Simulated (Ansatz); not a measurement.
GaSb:
Space group Pm-3m (No. 221); a = b = c = 3.536 Å, α = β = γ = 90.00°

| atom | site | symmetry | x | y | z |
|---|---|---|---|---|---|
| Ga | 1a | m-3m | 0.0000 | 0.0000 | 0.0000 |
| Sb | 1b | m-3m | 0.5000 | 0.5000 | 0.5000 |

This is the PBEsol-relaxed structure.

Question: All from PBEsol in the plane-wave PAW code Ansatz, unless another level is named. Give the electronic character.

Answer: metallic (no gap).

Question: Give the density of states at the Fermi level.

Answer: 0.53 states/eV per atom (mean over ±0.08 eV).

Question: What about the formation energy from the elements (no fitted shifts)?

Answer: 0.11 eV/atom.

Question: Predict the gap with spin–orbit coupling.

Answer: none (metallic).

The cell is a constructed one: a structure type filled with these elements; neither database checked (COD, Materials Project) lists it. It is not the phase usual at ambient conditions (space group No. 216). Symmetry was held in the PBEsol relaxation. At this level the phase is mechanically unstable. The references are the lowest solids computed at this level, not always the standard phases. Scalar-relativistic: spin–orbit coupling is off unless named, which matters more the heavier the elements.

Potentials: the later of the program's two PAW sets.
